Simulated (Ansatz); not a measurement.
**CaLaSi4: C interstitial**

Level of theory: PBEsol, no spin polarisation, scalar-relativistic; Ansatz, plane waves to 420 eV (PAW set soft_2), k-mesh 3×3×3.

The relaxed host crystal (no gap at this level of theory):

```
Ca La Si
1.0
    -2.15035    2.15035    6.70213
     2.15035   -2.15035    6.70213
     2.15035    2.15035   -6.70213
Ca La Si
1 1 4
Direct
  0.25000 0.75000 0.50000
  0.00000 0.00000 0.00000
  0.66418 0.16418 0.50000
  0.58603 0.58603 0.00000
  0.83582 0.33582 0.50000
  0.41397 0.41397 0.00000
```

Supercell of 30 atoms, rows of the matrix [[2,0,1],[0,1,2],[-1,-2,-2]] times the cell vectors; C interstitial at (0.031, 0.531, 0.500) in fractions of the cell above. Atoms are relaxed at the host's cell, from a start shaken by 0.05 Å near the defect.

Nearest atoms to the added C: relaxed Si 1.83 Å, Si 1.83 Å, La 2.48 Å, La 2.48 Å, Ca 2.50 Å.

| charge | gap of the cell on the mesh (eV) |
| --- | --- |
| 0 | 0.00 |

Formation energy of the neutral defect: 2.19 eV, taking atoms from and to the elements' standard states (no corrections for gases), so it belongs to those chemical potentials alone.

Relaxed cell at charge 0:

```
CaLaSi4 C_i charge 0
1.0
    -2.1503    6.4510    6.7021
     6.4510    2.1503   -6.7021
    -6.4510   -2.1503   -6.7021
Ca La Si C
5 5 20 1
Direct
  0.3076 0.4578 0.3544
  0.8999 0.8457 0.5457
  0.0964 0.6497 0.9507
  0.7037 0.0543 0.1533
  0.4925 0.2468 0.7502
  0.5999 0.4003 0.2011
  0.2001 0.8011 0.4003
  0.4000 0.6023 0.8023
  0.0070 0.9937 0.0147
  0.7931 0.2077 0.5867
  0.6905 0.6306 0.7342
  0.3086 0.0423 0.9395
  0.4916 0.8310 0.3337
  0.1097 0.2437 0.5401
  0.9000 0.4346 0.1347
  0.6466 0.8476 0.6324
  0.1534 0.1857 0.8009
  0.4001 0.0159 0.2157
  0.0109 0.4248 0.4171
  0.7889 0.6060 0.0139
  0.6990 0.4703 0.5634
  0.3005 0.8655 0.7671
  0.4992 0.6665 0.1648
  0.1010 0.0643 0.3713
  0.8999 0.2632 0.9632
  0.4000 0.1881 0.3881
  0.0000 0.5877 0.5864
  0.2069 0.3942 0.9914
  0.7998 0.7863 0.1875
  0.5927 0.9845 0.7871
  0.9000 0.0320 0.7321
```

Caveats: small supercell, so energies and levels can be off by tenths of an eV; one random start near the defect, so other minima are possible.
